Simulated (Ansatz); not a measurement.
MgO:
Space group R-3m, hexagonal axes (No. 166); a = b = 2.968 Å, c = 59.376 Å, α = β = 90.00°, γ = 120.00°

| atom | site | symmetry | x | y | z |
|---|---|---|---|---|---|
| Mg | 6c | 3m | 0.0000 | 0.0000 | 0.3756 |
| Mg | 6c | 3m | 0.0000 | 0.0000 | 0.2077 |
| Mg | 6c | 3m | 0.0000 | 0.0000 | 0.0846 |
| Mg | 3b | -3m | 0.0000 | 0.0000 | 0.5000 |
| Mg | 3a | -3m | 0.0000 | 0.0000 | 0.0000 |
| O | 6c | 3m | 0.0000 | 0.0000 | 0.1461 |
| O | 6c | 3m | 0.0000 | 0.0000 | 0.4385 |
| O | 6c | 3m | 0.0000 | 0.0000 | 0.3129 |
| O | 6c | 3m | 0.0000 | 0.0000 | 0.2692 |
(The calculation used a cell of 16 atoms; values per cell refer to that cell.)

Relaxed with PBEsol.

Question: Which orbitals make up the states near the band edges in plane-wave PAW PBEsol (Ansatz code)?

Answer: Top 1 eV of the valence band: O 2p 98 %. Bottom 1 eV of the conduction band: Mg 3s 54 %, O 2s 31 %, O 2p 12 %. Projections are on Löwdin-orthogonalised atomic valence shells; empty p or d shells of many metals are not among them.

Question: Tabulate the density of states.

Answer: States/eV per cell of 16 atoms, in 0.25 eV bins, energy from the valence-band maximum.

```
E (eV)  total   O 2p  Mg 3s  O 2s
------  -----  -----  -----  ----
-5.05    0.00   0.00   0.00  0.00
-4.80    0.51   0.39   0.12  0.00
-4.55    2.75   2.12   0.59  0.02
-4.30    5.25   4.17   0.95  0.06
-4.05   10.16   8.37   1.45  0.13
-3.80   14.43  12.12   1.75  0.24
-3.55   11.00   9.34   1.18  0.22
-3.30    8.51   7.22   0.83  0.23
-3.05    5.05   4.25   0.49  0.18
-2.80    6.93   6.14   0.41  0.15
-2.55    8.26   7.51   0.32  0.14
-2.30    6.86   6.28   0.22  0.10
-2.05    9.00   8.38   0.21  0.09
-1.80    8.97   8.43   0.16  0.07
-1.55   12.25  11.65   0.17  0.06
-1.30   16.50  15.89   0.14  0.04
-1.05   18.23  17.69   0.07  0.03
-0.80   17.86  17.43   0.04  0.03
-0.55   15.51  15.17   0.04  0.02
-0.30   10.64  10.44   0.02  0.01
-0.05    3.35   3.30   0.00  0.00
0.20     0.00   0.00   0.00  0.00
0.45     0.00   0.00   0.00  0.00
0.70     0.00   0.00   0.00  0.00
0.95     0.00   0.00   0.00  0.00
1.20     0.00   0.00   0.00  0.00
1.45     0.00   0.00   0.00  0.00
1.70     0.00   0.00   0.00  0.00
1.95     0.00   0.00   0.00  0.00
2.20     0.00   0.00   0.00  0.00
2.45     0.00   0.00   0.00  0.00
2.70     0.00   0.00   0.00  0.00
2.95     0.00   0.00   0.00  0.00
3.20     0.00   0.00   0.00  0.00
3.45     0.00   0.00   0.00  0.00
3.70     0.00   0.00   0.00  0.00
3.95     0.00   0.00   0.00  0.00
4.20     0.11   0.01   0.06  0.04
4.45     0.13   0.01   0.07  0.04
4.70     0.19   0.03   0.10  0.06
4.95     0.33   0.05   0.17  0.09
5.20     0.38   0.07   0.20  0.10
5.45     0.52   0.09   0.28  0.13
5.70     0.70   0.13   0.37  0.16
5.95     0.87   0.17   0.47  0.18
6.20     1.16   0.23   0.62  0.20
6.45     3.06   0.40   1.16  0.27
6.70     3.74   0.47   1.26  0.24
6.95     3.50   0.42   1.12  0.20
7.20     3.17   0.34   0.86  0.17
7.45     1.96   0.24   0.61  0.17
7.70     1.34   0.22   0.72  0.19
7.95     1.82   0.26   0.93  0.21
8.20     2.79   0.30   1.09  0.21
8.45     2.46   0.30   1.06  0.18
8.70     2.72   0.33   1.19  0.18
```

The workflow started from a Materials Project entry (that database holds measured and hypothetical structures alike); the Crystallography Open Database copy checked does not list it. It is not the phase usual at ambient conditions (space group No. 225). The cell was relaxed with PBEsol under the symmetry of its start; whether a distortion lowers the energy is not shown.

Potentials: the later of the program's two PAW sets.
